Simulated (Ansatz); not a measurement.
TiTeS:
```yaml
crystal:
  lattice:
    - [3.59471, 0.00000, 0.00000]
    - [-1.79736, 3.11311, 0.00000]
    - [0.00000, 0.00000, 6.36441]
  atoms:
    - { symbol: Ti, position: [0.33333, 0.66667, 0.03417] }
    - { symbol: Te, position: [0.00000, 0.00000, 0.74131] }
    - { symbol: S, position: [0.66667, 0.33333, 0.22452] }
```

Relaxed with r²SCAN+D4.

### Question
Map the valence electron density (e/Å³), cut off at 0.9 on the plane through (0.333, 0.667, 0.034) spanned by u = [0, 0, 1] and v = [1, -1, 0] in lattice vectors, from r²SCAN+D4 in the plane-wave PAW code Ansatz.

### Answer
x is the fraction of u, y of v (the angle between them is 90°; rows are the nearest grid lines); atoms in the plane: Ti at (0.00, 0.00), Te at (0.71, 0.67), S at (0.19, 0.33).
```
y \ x   0.000  0.0938  0.188  0.281  0.375  0.469  0.531  0.625  0.719  0.812  0.906   1.00
------  -----  ------  -----  -----  -----  -----  -----  -----  -----  -----  -----  -----
1.00    0.900   0.900  0.105  0.037  0.015  0.013  0.023  0.056  0.102  0.162  0.900  0.900
0.935   0.900   0.900  0.111  0.045  0.017  0.017  0.032  0.080  0.141  0.195  0.900  0.900
0.839   0.273   0.156  0.100  0.051  0.024  0.046  0.115  0.338  0.507  0.412  0.305  0.273
0.774   0.114   0.084  0.072  0.040  0.026  0.086  0.252  0.900  0.900  0.725  0.286  0.114
0.677   0.103   0.053  0.040  0.025  0.027  0.135  0.447  0.900  0.900  0.900  0.336  0.103
0.613   0.106   0.067  0.056  0.034  0.028  0.121  0.387  0.900  0.900  0.900  0.315  0.106
0.548   0.124   0.153  0.172  0.097  0.040  0.081  0.226  0.769  0.900  0.606  0.239  0.124
0.452   0.206   0.637  0.900  0.568  0.125  0.042  0.065  0.157  0.221  0.177  0.122  0.206
0.387   0.276   0.900  0.725  0.900  0.224  0.039  0.032  0.060  0.085  0.080  0.085  0.276
0.323   0.298   0.900  0.002  0.900  0.263  0.039  0.027  0.045  0.063  0.063  0.078  0.298
0.226   0.239   0.801  0.900  0.683  0.141  0.033  0.035  0.071  0.107  0.106  0.098  0.239
0.161   0.334   0.484  0.501  0.249  0.063  0.025  0.036  0.084  0.137  0.149  0.167  0.334
0.0645  0.900   0.900  0.134  0.055  0.019  0.016  0.028  0.067  0.121  0.172  0.900  0.900
0.000   0.900   0.900  0.105  0.037  0.015  0.013  0.023  0.056  0.102  0.162  0.900  0.900
```

The density is the valence pseudo-density with augmentation charge, so density and ELF within about 1 Å of a nucleus are not all-electron values.

Space group P3m1. The first step of the workflow began from a Materials Project structure, measured or hypothetical; the Crystallography Open Database copy checked does not list it. Whether it is the stable phase at ambient conditions was not checked. The r²SCAN+D4 relaxation kept the symmetry of its start; its stability against distortions is not shown here. The run is not spin-polarised. Scalar-relativistic: spin–orbit coupling is off unless named, which matters more the heavier the elements.

Potentials: the later of the program's two PAW sets.
